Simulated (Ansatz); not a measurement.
A geometry of Bi$_{2}$Se$_{3}$ away from equilibrium: step 3 of the relaxation of a relaxed Bi2Se3 cell with every coordinate shifted by Gaussian noise of σ = 0.3 Å. The numbers are results of PBEsol (plane waves to 420 eV, PAW, scalar-relativistic; Ansatz, a program for electronic structure), not measurements. Γ-centred k-mesh 7×7×7 on the run's cell (coarser than for final values), Fermi–Dirac smearing 0.05 eV.

```xyz
5
Lattice="2.0281 1.1327 9.4472 -2.1175 1.1438 9.4653 -0.0352 -2.4659 9.4800" Properties=species:S:1:pos:R:3 pbc="T T T"
Bi    -0.2244    -0.0632    11.3251
Bi    -0.1458     0.0142    17.0016
Se    -0.1653     0.2678    -0.0286
Se    -0.1563     0.0976     5.9650
Se    -0.2906     0.0340    22.3616
```

**Question.** Which atoms carry the largest force, and which way does it point?

**Answer.** 0.57 eV/Å, on Bi1 (atoms numbered as listed); on Bi1 its components are (-0.04, 0.52, 0.24).

**Question.** What is the pressure?

**Answer.** +0.1 GPa, compression positive.

No spin polarisation in the result.
